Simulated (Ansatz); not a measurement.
**RbTl₃ (Fm-3m), an elastic constant from a strain scan**

These are results of DFT r2SCAN, scalar-relativistic, plane waves, PAW in Ansatz, not measurements. Settings: plane waves to 500 eV, k-mesh 10×10×10 (Γ-centred), Gaussian smearing 0.15 eV. Spin–orbit coupling is left out, which can shift energies with elements as heavy as these. No spin polarisation. Energies are free energies at this smearing, counted from the undisturbed cell; pressure is positive in compression.

Reference structure (relaxed at this level; it needn't be the usual structure):

```
Rb Tl
1.0
     0.00000    4.03885    4.03885
     4.03885    0.00000    4.03885
     4.03885    4.03885    0.00000
Rb Tl
1 3
Cartesian
  0.0000 0.0000 0.0000
  2.0194 2.0194 2.0194
  6.0583 6.0583 6.0583
  4.0388 4.0388 4.0388
```

The cell is strained by ε times the Voigt pattern (0, 0, 1, 0, 0, 0) (xx, yy, zz, yz, xz, xy; engineering shear) with fractional coordinates fixed. The cell holds 4 atoms in V0 = 131.77 Å³. The stress column is τ = (1/V0) dE/dε, got from the stress tensor σ (compression positive) at each point as −det(1 + εP) σ : P(1 + εP)⁻¹, with P the pattern as a tensor.

```
      ε  ΔE (meV/atom)  τ (GPa)
-0.0400          5.303   -1.360
-0.0200          1.270   -0.623
 0.0000          0.000   -0.014
 0.0100          0.244    0.248
 0.0300          2.225    0.702
 0.0400              ?        ?
```

Task: Which combination of elastic constants does this scan measure, and how large is it?

Result: For small ε, τ = τ0 + Kε with K = pᵀCp, which for this pattern is C11 in the cubic axes. The parabola through τ at ε = -0.0200, 0 and 0.0100 has slope K = 27.6 GPa at zero. The energies per cell, E = NΔE, of the same two points give K = 2[E(ε₊)/ε₊ − E(ε₋)/ε₋]/[(ε₊ − ε₋)V0] = 28.5 GPa, in agreement.

Task: Predict the withheld row at ε = 0.0400 from the harmonic law, and compare.

Result: ΔE = V0(τ0 ε + Kε²/2)/N = 4.425 meV/atom and τ = 1.09 GPa. The calculation gives 3.876 meV/atom and 0.90 GPa: the energy lies 12 % below the harmonic value, as bonds soften when stretched.

In a metal these slopes depend on the k mesh and the smearing.

Cost: 6 runs of about 3.7 core-minutes in all, on Arm Neoverse V2 (shared hosts).